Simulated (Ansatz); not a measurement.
Hf₉Mo₄Se in space group P6_3/mmc (No. 194; Pearson symbol hP28), the program Ansatz at the PBE level (PAW), all energies at zero smearing, with the estimated change up to a 700 eV cutoff added, with one set of potentials and settings (totals compare only within such a set). Cell of 28 atoms (18 Hf, 8 Mo, 2 Se): -333577.618 eV.

```tsv
element	reference phase	E (eV/atom)
Hf	P6_3/mmc, 2 atoms in the cell	-15721.3637
Mo	Im-3m, 1 atoms in the cell	-4956.0212
Se	P3_121, 3 atoms in the cell	-5469.0798
```

Formation energy per atom, worked out: (-333577.618 − 18×(-15721.3637) − 8×(-4956.0212) − 2×(-5469.0798))/28 = -0.241 eV/atom (-23 kJ per mol of atoms), at 0 K, without zero-point energy or fitted corrections.

The first step of the workflow began from a Materials Project structure, measured or hypothetical; the Crystallography Open Database copy checked does not list it. Whether it is the stable phase at ambient conditions was not checked. Symmetry was held in the PBE relaxation; whether a distortion lowers the energy is not shown. No spin polarisation was allowed. The references are the lowest solids computed at this level, not always the standard phases. Spin–orbit coupling is left out wherever it is not named.

Potentials: the later of the program's two PAW sets.
